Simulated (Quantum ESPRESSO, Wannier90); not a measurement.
**Tight-binding from DFT: Ta (bcc (W type))**

```
Ta
1.0
   -1.65493     1.65493     1.65493
    1.65493    -1.65493     1.65493
    1.65493     1.65493    -1.65493
Ta
1
Cartesian
  0.00000   0.00000   0.00000
```

Cell from Materials Project (mp-50), symmetrised, no further relaxation. This is the element's usual structure. Level: PBEsol, no spin polarisation, no spin-orbit coupling; pw.x of Quantum ESPRESSO at 47 Ry with PseudoDojo potentials, 10×10×10 k-points, Wannier90. Density: 18×18×18 mesh, cold smearing 0.01 Ry. Spin-orbit coupling is left out although heavy elements are present.

The plane-wave run has 21 bands and 13 electrons a cell. On the energy scale of pw.x, whose zero is arbitrary, the Fermi level lies at 18.15 eV.

Isolated groups of bands, relative to the Fermi level (bands from 5 on overlap up to the last one computed):

| bands | from (eV) | to (eV) | filling | weight on atomic waves |
|---|---|---|---|---|
| 1 | -67.13 | -66.93 | filled | Ta 5s 96 % |
| 2–4 | -34.20 | -33.04 | filled | Ta 5p 98 % |

Input w.win, without the blocks of cell, atoms and k-points (1000 lines):

```
num_bands = 17
num_wann = 9
exclude_bands = 1-4
num_iter = 800
conv_tol = 1.0e-6
conv_window = 4
dis_num_iter = 1000
dis_conv_tol = 1.0e-6
dis_froz_max = 19.65
dis_win_max = 18.65
write_hr = true
write_u_matrices = true
begin projections
Ta: s;p;d
end projections
mp_grid = 10 10 10
```

wannier90.x stops with:
```
dis_windows: Energy window contains fewer states than number of target WFs
```
At some k-point the outer window holds fewer bands than num_wann, so no subspace of that size can be extracted. Mended as below, all else unchanged, the run goes through (Ω_I = 9.6 Å²) and follows the plane-wave bands to 3.6 meV rms (states up to 1.0 eV relative to the Fermi level).
Remove the line dis_win_max = 18.65.
